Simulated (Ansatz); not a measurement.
Consider the following.

OsC (CsCl type, Pm-3m), a = b = c = 2.690 Å, α = β = γ = 90.00°.

This is the PBE-relaxed structure.

**Question.** All from DFT-PBE in the program Ansatz with PAW potentials, unless another level is named. Predict the electronic character.

**Answer.** metallic (no gap).

**Question.** Give the formation energy from the elements (no fitted shifts).

**Answer.** 1.46 eV/atom.

**Question.** Give the density of states at the Fermi level.

**Answer.** 0.50 states/eV per atom (mean over ±0.08 eV).

**Question.** Give the gap with spin–orbit coupling.

**Answer.** none (metallic).

A made-up cell: these elements were put on the sites of a structure type; neither database checked (COD, Materials Project) lists it. Whether it is the stable phase at ambient conditions was not checked. The cell was relaxed with PBE under the symmetry of its start; its stability against distortions is not shown here. No spin polarisation was allowed. The references are the lowest solids computed at this level, not always the standard phases. Scalar-relativistic: spin–orbit coupling is off unless named, which matters more the heavier the elements.

Potentials: the later of the program's two PAW sets.
